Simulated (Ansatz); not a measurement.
**Pressure series of CsLuS₂ (R-3m)**

```yaml
crystal:
  lattice:
    - [1.97556, 1.14059, 7.90746]
    - [-1.97556, 1.14059, 7.90746]
    - [0.00000, -2.28118, 7.90746]
  atoms:
    - { symbol: Cs, position: [0.00000, 0.00000, 0.00000] }
    - { symbol: Lu, position: [0.50000, 0.50000, 0.50000] }
    - { symbol: S, position: [0.77301, 0.77301, 0.77301] }
    - { symbol: S, position: [0.22699, 0.22699, 0.22699] }
```

This is the zero-pressure cell under PBEsol. Cell and atoms are relaxed by PAW (default files of Ansatz 0.2.0, cutoff 420 eV, stress met within about 0.05 GPa) at each pressure, in this structure whether or not another phase would take over; P is the pressure reached, less that of this cell. Levels come from PBEsol, all-electron LAPW in Ansatz 0.2.0, scalar-relativistic; k mesh 6×6×6, fixed occupations, basis error target 0.5 meV/atom. Conduction levels are in eV over the valence top (at Γ), at fixed fractional wave vectors. Zone-centre phonons come from finite displacements by PAW, without the LO-TO term.

```tsv
P (GPa)	V/V₀	c/a	F (oblique)	L (oblique)	Γ	T ∥ z	Eu TO (cm⁻¹)	A1g (cm⁻¹)
-1.99	1.0480	5.9861	1.970	2.677	2.692	3.096	51.0	265.4
0.00	1.0000	6.0040	1.847	2.577	2.758	3.157	57.0	279.2
2.01	0.9620	6.0238	1.730	2.481	2.775	3.187	61.9	291.3
4.01	?	?	?	?	?	?	?	?
7.01	0.8909	6.0935	1.446	2.242	2.702	3.176	71.5	317.0
10.01	0.8582	6.1391	1.283	2.102	2.631	3.145	76.1	330.4
15.01	0.8137	6.2170	1.026	1.875	2.499	3.076	82.3	350.3
```

Question: Fit the third-order Birch-Murnaghan equation to the rows shown.

Answer: With f = [(V₀/V)^(2/3) − 1]/2, the normalised pressure F = P/[3f(1 + 2f)^(5/2)] is 46.6 GPa at f = -0.0154, 48.0 GPa at f = 0.0131, 48.1 GPa at f = 0.0400, 48.2 GPa at f = 0.0537, 48.2 GPa at f = 0.0737. The line F = B₀[1 + (3/2)(B′ − 4)f] gives B₀ = 47.3 GPa and B′ = 4.2.

Question: What are the volume deformation potentials and pressure coefficients of these levels at zero pressure?

Answer: 

```csv
level,dE/dlnV (eV),dE/dP = −(dE/dlnV)/B₀ (meV/GPa),mean slope up to 2.0 GPa (meV/GPa)
F (oblique),2.85,-60.3,-58.4
L (oblique),2.33,-49.3,-47.9
Γ,-0.82,17.3,8.1
T ∥ z,-0.98,20.8,14.8
```

dE/dlnV is the slope of a cubic fit in ln V at V₀. The last column is read from two rows and shows how the slope bends with pressure.

Question: What mode Grüneisen parameters follow?

Answer: γ = −d ln ω/d ln V at V₀ from a quadratic fit in ln V: Eu 2.23, A1g 1.09.

Question: What belongs in the row at 4.01 GPa?

Answer: The fits give V/V₀ = 0.9299 and F (oblique) = 1.612 eV. Computed: V/V₀ = 0.9304, c/a = 6.0503, F (oblique) = 1.614, L (oblique) = 2.384, Γ = 2.757, T ∥ z = 3.192, Eu TO (cm⁻¹) = 66.1, A1g (cm⁻¹) = 302.2.

Limits of these numbers: the structure is a database entry and needn't be the stable phase; no other phase was computed; many crystals of this kind change structure within this range, and rows or crossings beyond such a change describe a metastable lattice; no spin-orbit coupling on heavy atoms; the frozen-core PAW files of the relaxations were fitted under PBE, their cores solved anew for this functional; semilocal gaps are low, and the spacing of valleys can be off by tenths of an eV; levels are read at fixed fractional k, so an edge that moves off these points is missed.
